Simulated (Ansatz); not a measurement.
The calculation used DFT PBE, scalar-relativistic, plane waves, PAW in Ansatz. All cells share a 420 eV cutoff and Γ-centred k meshes spaced at most about 0.3 Å⁻¹ (about 0.25 or finer for metals, 2π included). No spin polarisation in the final relaxations.

These are static total energies at zero pressure.

Two forms of SrTl2Zn2 were relaxed alike.

A.

Space group Cmmm (No. 65). a = 6.955 Å, b = 8.942 Å, c = 5.926 Å, α = 90.00°, β = 90.00°, γ = 90.00°
```
atom  site  symmetry       x       y       z
  Sr    2a       mmm  0.0000  0.0000  0.0000
  Zn    4h       2mm  0.1896  0.0000  0.5000
  Tl    4j       m2m  0.5000  0.2040  0.5000
```

B.

Space group C2/m (No. 12). a = 12.272 Å, b = 4.419 Å, c = 5.094 Å, α = 90.00°, β = 107.20°, γ = 90.00°
| atom | site | symmetry | x | y | z |
| --- | --- | --- | --- | --- | --- |
| Sr | 2a | 2/m | 0.0000 | 0.0000 | 0.0000 |
| Zn | 4i | m | 0.2613 | 0.0000 | 0.8733 |
| Tl | 4i | m | 0.1346 | 0.5000 | 0.5461 |

Question: Which would you expect to be lower, and how large is the difference?

Answer: B is lower, by 0.32 eV/atom. A has space group Cmmm (No. 65), 36.9 Å³/atom and no gap on its mesh; B has space group C2/m (No. 12), 26.4 Å³/atom and no gap. Counting all near atoms (those within 1.25 times the shortest distance at each site; a plus sign parts nearer from farther groups), A has Sr 4+4, Tl 4, Zn 7 and B has Sr 14, Tl 5, Zn 6. The denser one is the lower, and pressure would at first widen the difference. In A, Sr is surrounded by 4 Zn at 3.24 Å and 4 Tl at 3.97 Å; Zn has 1 Zn at 2.64 Å, 4 Tl at 2.83–2.96 Å and 2 Sr at 3.24 Å; Tl has 4 Zn at 2.83–2.96 Å, 3 Tl at 3.57–3.65 Å and 2 Sr at 3.97 Å. In B, Sr is surrounded by 6 Zn at 3.45–3.57 Å, 4 Tl at 3.55 Å and 4 Tl at 3.90 Å; Zn is surrounded by 2 Zn at 2.61 Å, 4 Tl at 2.79–2.92 Å and 3 Sr at 3.45–3.57 Å; Tl has 4 Zn at 2.79–2.92 Å, 1 Tl at 3.20 Å, 2 Sr at 3.55 Å, 2 Tl at 3.73 Å and 2 Sr at 3.90 Å. Both come from invented guesses.

Spin–orbit coupling, which can matter for Tl, is left out. Cells relaxed within their symmetry can be saddle points. The C2/m cell of SrTl2Zn2 came from shaking the Cmmm one.
